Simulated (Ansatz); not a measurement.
# SiGe6: rattling a relaxed structure

The structure comes from a proposed guess, relaxed at this level; another structure or a mixture of phases may lie lower.

Computed with DFT PBE, scalar-relativistic, plane waves, PAW (Ansatz 0.2.0). Cutoff 420 eV; k points 6×6×6 on the computed 14-atom cell (Γ-centred); Gaussian smearing, width 0.01 eV; no spin polarisation.

The cell below (14 atoms, space group R-3 (No. 148)) is relaxed within its symmetry.

```
Si Ge
1.0
     5.34535    3.08614    3.29609
    -5.34535    3.08614    3.29609
     0.00000   -6.17228    3.29609
Si Ge
2 12
Direct
  0.12026 0.12026 0.12026
  0.87974 0.87974 0.87974
  0.59216 0.73300 0.30535
  0.84216 0.98241 0.56136
  0.40784 0.26700 0.69465
  0.15784 0.01759 0.43864
  0.69465 0.40784 0.26700
  0.43864 0.15784 0.01759
  0.30535 0.59216 0.73300
  0.56136 0.84216 0.98241
  0.73300 0.30535 0.59216
  0.98241 0.56136 0.84216
  0.26700 0.69465 0.40784
  0.01759 0.43864 0.15784
```

For the test it was strained at random (σ = 1.5 % a component), the atoms were moved at random (σ = 0.10 Å), and all was relaxed again on a coarse 3×3×3 mesh (in the run’s order of axes) with 0.20 eV smearing, with no symmetry imposed.

Q: Is the structure stable against such a distortion?

A: It returns, within 1 meV/atom of the unmoved cell on that mesh and with the same symmetry when read at 0.1 Å. So it is stable against the distortions that fit this cell and that this random move excites. Modes that don't fit the cell aren't tested.
